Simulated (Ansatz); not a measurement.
Property card for BP

BP:
```cif
data_B6P6
_chemical_formula_sum 'B6 P6'
_space_group_name_H-M_alt 'P 1'
_space_group_IT_number 1
_cell_length_a 5.59351
_cell_length_b 5.59351
_cell_length_c 5.59351
_cell_angle_alpha 90.000
_cell_angle_beta 90.000
_cell_angle_gamma 90.000
loop_
_space_group_symop_operation_xyz
  'x, y, z'
loop_
_atom_site_label
_atom_site_type_symbol
_atom_site_fract_x
_atom_site_fract_y
_atom_site_fract_z
_atom_site_occupancy
B1 B 0.25000 0.50000 0.00000 1
B2 B 0.75000 0.50000 0.00000 1
B3 B 0.00000 0.25000 0.50000 1
B4 B 0.00000 0.75000 0.50000 1
B5 B 0.50000 0.00000 0.25000 1
B6 B 0.50000 0.00000 0.75000 1
P1 P 0.50000 0.25000 0.00000 1
P2 P 0.50000 0.75000 0.00000 1
P3 P 0.00000 0.50000 0.25000 1
P4 P 0.00000 0.50000 0.75000 1
P5 P 0.25000 0.00000 0.50000 1
P6 P 0.75000 0.00000 0.50000 1
```

Space group Pm-3n (No. 223); conventional cell a = 5.594 Å, b = 5.594 Å, c = 5.594 Å, α = 90.00°, β = 90.00°, γ = 90.00°.

Method: PBE in the plane-wave PAW code Ansatz. The cell and atoms are relaxed at this level. Other levels are named where they apply.

Cell and energy:

| Quantity | Value |
|---|---|
| Volume per atom | 14.58 Å³ |
| Density | 2.38 g/cm³ |
| Formation energy from the elements (no fitted shifts) | -0.14 eV/atom |

Electronic structure:

| Item | Result |
|---|---|
| Band gap | 0.63 eV (indirect) |
| Valence-band maximum | at Γ |
| Conduction-band minimum | on the Γ–X line, 85 % of the way from Γ (6 equivalent valleys) |
| Smallest direct gap on the standard path | 1.05 eV |
| Electron effective mass | 0.36, 0.36, 0.64 mₑ (principal values) |
| Hole effective mass, band 1 of 3 at the edge | 1.4 along [100], 1.4 along [110], 0.54 along [111] (mₑ) |
| Hole effective mass, band 2 of 3 at the edge | 1.4 along [100], 0.41 along [110], 0.54 along [111] (mₑ) |
| Hole effective mass, band 3 of 3 at the edge | 0.18 along [100], 0.26 along [110], 0.30 along [111] (mₑ) |

Mechanics:

| Property | Result |
|---|---|
| Bulk modulus (Birch–Murnaghan fit) | 123 GPa |
| Pressure derivative B′ | 3.8 |

The start of the workflow was typed in or built on a structure type; neither database checked (COD, Materials Project) lists it. It is not the phase usual at ambient conditions (space group No. 216). The PBE relaxation kept the symmetry of its start; whether a distortion lowers the energy is not shown. The references are the lowest solids computed at this level, not always the standard phases.

Potentials: the earlier of the program's two PAW sets.
